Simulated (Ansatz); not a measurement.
One crystal and one scan (generalised stacking-fault energy along a line) at two levels, PBE (plane waves to 420 eV, PAW, scalar-relativistic; Ansatz, a program for electronic structure) and r2SCAN (plane waves to 500 eV, PAW, scalar-relativistic; Ansatz), each from its own relaxed cell and on its own mesh. The cell shown is that of PBE.

MgSe (rock salt) is sheared across one {100} plane: the third cell vector gains the shift, so faults repeat every 8.3 Å. The cut lies between planes 2.75 Å apart; the cell height is held.

```
CELL_PARAMETERS angstrom
      3.89502     0.00000     0.00000
      0.00000     3.89502     0.00000
      1.94751     1.94751     8.26259
ATOMIC_POSITIONS crystal
  Se 0.00000 0.00000 0.83333
  Se 0.33333 0.33333 0.16667
  Se 0.66667 0.66667 0.50000
  Mg 0.50000 0.50000 0.83333
  Mg 0.83333 0.83333 0.16667
  Mg 0.16667 0.16667 0.50000
```

In-plane vectors a = (3.895, 0.000) Å, b = (0.000, 3.895) Å, area 15.17 Å². The shift is s times the vector a (length 3.895 Å), so s = 1 restores the start. Atoms relax along the normal only. γ = [E(shift) − E(0)] / area.

E is the zero-smearing estimate. MgSe was relaxed with its symmetry unable to fall. Faults lie only 8.2 Å apart, and holding the cell height raises γ above its relaxed value. Faults lie only 8.3 Å apart, and holding the cell height raises γ above its relaxed value. Both scans cover s from 0.000 to 0.917.

γ (mJ/m²), each from zero shift of its own level:

```json
[
 {"s": "0.000", "PBE": "0", "r2SCAN": "0"},
 {"s": "0.083", "PBE": "54", "r2SCAN": "64"},
 {"s": "0.167", "PBE": "214", "r2SCAN": "251"},
 {"s": "0.250", "PBE": "450", "r2SCAN": "527"},
 {"s": "0.333", "PBE": "697", "r2SCAN": "withheld"},
 {"s": "0.417", "PBE": "877", "r2SCAN": "1015"},
 {"s": "0.500", "PBE": "942", "r2SCAN": "1089"},
 {"s": "0.583", "PBE": "877", "r2SCAN": "1015"},
 {"s": "0.667", "PBE": "697", "r2SCAN": "withheld"},
 {"s": "0.750", "PBE": "450", "r2SCAN": "527"},
 {"s": "0.833", "PBE": "214", "r2SCAN": "251"},
 {"s": "0.917", "PBE": "54", "r2SCAN": "64"}
]
```

Task: Estimate the r2SCAN value at 0.333 from the PBE value there and the ratio of the two levels in the two nearest given rows on that side of the minimum.

Result: At 0.250 and 0.417 the ratio r2SCAN/PBE averages 1.164, which gives 1.164 × 697 = 811 mJ/m². The calculation gives 810 mJ/m², +16.2 % against PBE.

(The slope of γ gives the shear force per area between the displaced halves; near zero shift its curvature is an elastic stiffness.)
